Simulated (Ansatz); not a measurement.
ReB$_{2}$:
```cif
data_B4Re2
_chemical_formula_sum 'Re2 B4'
_space_group_name_H-M_alt 'P63/mmc'
_space_group_IT_number 194
_space_group_name_Hall '-P 6c 2c'
_cell_length_a 2.88983
_cell_length_b 2.88983
_cell_length_c 7.45565
_cell_angle_alpha 90.000
_cell_angle_beta 90.000
_cell_angle_gamma 120.000
loop_
_atom_site_label
_atom_site_type_symbol
_atom_site_symmetry_multiplicity
_atom_site_Wyckoff_symbol
_atom_site_fract_x
_atom_site_fract_y
_atom_site_fract_z
_atom_site_occupancy
Re1 Re 2 c 0.33333 0.66667 0.25000 1
B1 B 4 f 0.66667 0.33333 0.04813 1
```

Relaxed at zero pressure with DFT-PBEsol in the program Ansatz with PAW potentials.

The volume is raised by 9 % and shape and atoms relax at that volume. What pressure results, and how do the axes share the change?

-25.0 GPa; a 3.4 %, b 3.4 %, c 1.9 %; the energy rises by 68 meV/atom.

Give the new structure.


Space group P6₃/mmc (No. 194); a = 2.988 Å, b = 2.988 Å, c = 7.600 Å, α = 90.00°, β = 90.00°, γ = 120.00°

```tsv
atom	site	symmetry	x	y	z
Re	2c	-6m2	0.3333	0.6667	0.2500
B	4f	3m.	0.6667	0.3333	0.0485
```

The phase is kept; no other phase was compared at this pressure.

Space group P6_3/mmc. The workflow started from a Materials Project entry (that database holds measured and hypothetical structures alike); the Crystallography Open Database files this formula in space group No. 194, but the cells were not matched. Its standing as an ambient phase is unchecked. Symmetry was held in the PBEsol relaxation; of distortions, only those at the zone centre were tested. The run is not spin-polarised. Scalar-relativistic: spin–orbit coupling is off unless named, which matters more the heavier the elements.

Potentials: the later of the program's two PAW sets.
